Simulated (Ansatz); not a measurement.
Al3Pt2 (La2O3 or Ni2Al3 type, P-3m1) at seven volumes, DFT-r²SCAN in the program Ansatz with PAW potentials, shape and atoms relaxed at each. One row is withheld.

| V (Å³/atom) | P (GPa) |
|---|---|
| 14.506 | 19.61 |
| 14.984 | 11.96 |
| 15.462 | ? |
| 15.941 | 0.00 |
| 16.419 | -4.64 |
| 16.897 | -8.57 |
| 17.375 | -11.88 |

Question: Fit the shown pressures and predict the withheld one.

Answer: P = (3/2)B₀(x^(7/2) − x^(5/2))[1 + (3/4)(B′ − 4)(x − 1)] with x = (V₀/V)^(2/3). Least squares on the six rows gives V₀ = 15.941 Å³/atom, B₀ = 168 GPa, B′ = 4.54. At V = 15.462, x = 1.0205 and P = 5.49 GPa. The run itself gave 5.49 GPa.

The first step of the workflow began from a Materials Project structure, measured or hypothetical; the Crystallography Open Database copy checked does not list it. Whether it is the stable phase at ambient conditions was not checked. The cell was relaxed with r²SCAN under the symmetry of its start; of distortions, only those at the zone centre were tested. No spin polarisation was allowed. Scalar-relativistic: spin–orbit coupling is off unless named, which matters more the heavier the elements.

Potentials: the later of the program's two PAW sets.
